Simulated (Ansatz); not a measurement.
Au (Im-3m), zone-centre modes

Theory: Ansatz 0.2.0, DFT r2SCAN, scalar-relativistic, plane waves, PAW. Cutoff 500 eV, Γ-centred 14×14×14 k-points, Gaussian smearing of 0.15 eV. Spin–orbit coupling is left out, which can shift energies with elements as heavy as these. No spin polarisation.

The starting cell (as given, not relaxed at this level; this bcc form isn't the usual structure):

```
Au
1.0
     0.00000   -3.31454    0.00000
    -3.31454    0.00000    0.00000
     0.00000    0.00000   -3.31454
Au
2
Direct
  0.50000 0.50000 0.50000
  0.00000 0.00000 0.00000
```

Harmonic modes by finite displacements of 0.02 Å, without the LO–TO term. The cell doubles the primitive one, so its zone centre also holds the primitive cell's point q = (1/2, 1/2, 1/2).

Task: At this geometry, is the structure stable against these modes?

Result: Yes: no mode is imaginary beyond 10 cm⁻¹, and only the three translations lie near zero.

Task: List the wavenumbers in cm⁻¹.

Result: 0, 0, 0, 114, 114, 114.

Cost: 1 run of about 1.4 core-minutes, on Arm Neoverse V1 (shared hosts).